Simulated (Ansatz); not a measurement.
Total density of states per atom from DFT-LDA in the program Ansatz with PAW potentials, in 0.25 eV bins, energy from the Fermi level:

```
E (eV) | states/eV/atom
    -7.85 |  0.00
    -7.60 |  0.00
    -7.35 |  0.02
    -7.10 | ### 0.12
    -6.85 | ######### 0.32
    -6.60 | ############### 0.53
    -6.35 | ############## 0.52
    -6.10 | ############ 0.43
    -5.85 | ############# 0.47
    -5.60 | ########### 0.42
    -5.35 | ############# 0.46
    -5.10 | ############ 0.43
    -4.85 | ########## 0.37
    -4.60 | ############## 0.51
    -4.35 | ################ 0.59
    -4.10 | ################ 0.57
    -3.85 | ################## 0.66
    -3.60 | #################### 0.75
    -3.35 | ########################## 0.95
    -3.10 | ############################## 1.10
    -2.85 | ########################### 0.99
    -2.60 | ########################### 0.99
    -2.35 | ########################## 0.94
    -2.10 | ######################## 0.88
    -1.85 | ################## 0.65
    -1.60 | ################ 0.59
    -1.35 | ######## 0.29
    -1.10 | #### 0.15
    -0.85 | #### 0.15
    -0.60 | ############# 0.46
    -0.35 | ############ 0.45
    -0.10 | ######## 0.29
     0.15 | ########## 0.38
     0.40 | ############ 0.46
     0.65 | ############### 0.56
     0.90 | ################# 0.61
     1.15 | ######################### 0.90
     1.40 | ##################### 0.78
     1.65 | ############## 0.53
     1.90 | ###################### 0.81
     2.15 | ################### 0.69
     2.40 | ################# 0.62
     2.65 | ############### 0.55
     2.90 | ################# 0.63
     3.15 | ############ 0.45
     3.40 | ############### 0.55
     3.65 | ################## 0.67
     3.90 | ################ 0.58
     4.15 | ################### 0.71
     4.40 | ################ 0.58
     4.65 | ################# 0.61
```

Which of these materials gives this?
A) BAs, wurtzite
B) Tl2SnS3, C2/m (Pearson symbol mS24)
C) MoAs2, C2/m (Mo on 4i, As on 4i, As on 4i)
D) MoP2, Cmc2_1 (Mo on 4a, P on 4a, P on 4a)

C, MoAs2, C2/m (Mo on 4i, As on 4i, As on 4i). Within 0.5 eV of the Fermi level: Mo 4d 66 %, As 4p 24 %, As 4s 6 %. Projections are on Löwdin-orthogonalised atomic valence shells; empty p or d shells of many metals are not among them.

The first step of the workflow began from a Materials Project structure, measured or hypothetical; the Crystallography Open Database copy checked does not list it. COD files the formula under space group No. 5. Its standing as an ambient phase is unchecked. The cell was relaxed with LDA under the symmetry of its start; whether a distortion lowers the energy is not shown. No spin polarisation was allowed. Scalar-relativistic: spin–orbit coupling is off unless named, which matters more the heavier the elements.

Potentials: the later of the program's two PAW sets.
